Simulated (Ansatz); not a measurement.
ScIr₂:
```
ScIr2
1.0
    0.00000     3.63736     3.63736
    3.63736     0.00000     3.63736
    3.63736     3.63736     0.00000
Sc Ir
2 4
Cartesian
  1.81868   1.81868   1.81868
  0.00000   0.00000   0.00000
  2.72802   4.54670   2.72802
  4.54670   4.54670   4.54670
  4.54670   2.72802   2.72802
  2.72802   2.72802   4.54670
```

Relaxed with LDA. Special points in fractions of this cell's reciprocal vectors: Γ (0.000, 0.000, 0.000); X (0.500, 0.000, 0.500); U (0.625, 0.250, 0.625); K (0.375, 0.375, 0.750); L (0.500, 0.500, 0.500); W (0.500, 0.250, 0.750).

List the band energies nearest the Fermi level at these points for DFT-LDA in the program Ansatz with PAW potentials.

In eV from the Fermi level; about four levels below and three above (degenerate sets whole), none deeper than 8.9 eV; points with the same levels are listed once.

```csv
k,below,above
Γ,-0.60 -0.60 -0.30 -0.30 -0.30,1.40 2.08 2.08 2.08
X,-0.70 -0.70 -0.56 -0.56,0.45 0.45 1.91 1.91
U,-2.07 -1.27 -1.17 -0.30,0.15 0.80 0.88
L,-0.85 -0.85 -0.75 -0.28 -0.28,0.84 0.84 1.03 1.03
W,-1.68 -1.68 -1.63 -1.63,0.12 0.12 0.95 0.95
```

Space group Fd-3m (cubic Laves (MgCu2 type)). The workflow started from a Materials Project entry (that database holds measured and hypothetical structures alike); the Crystallography Open Database files this formula in space group No. 227, but the cells were not matched. Whether it is the stable phase at ambient conditions was not checked. The cell was relaxed with LDA under the symmetry of its start. At this level the phase is dynamically unstable (imaginary phonons). The run is not spin-polarised. Spin–orbit coupling is left out wherever it is not named.

Potentials: the later of the program's two PAW sets.
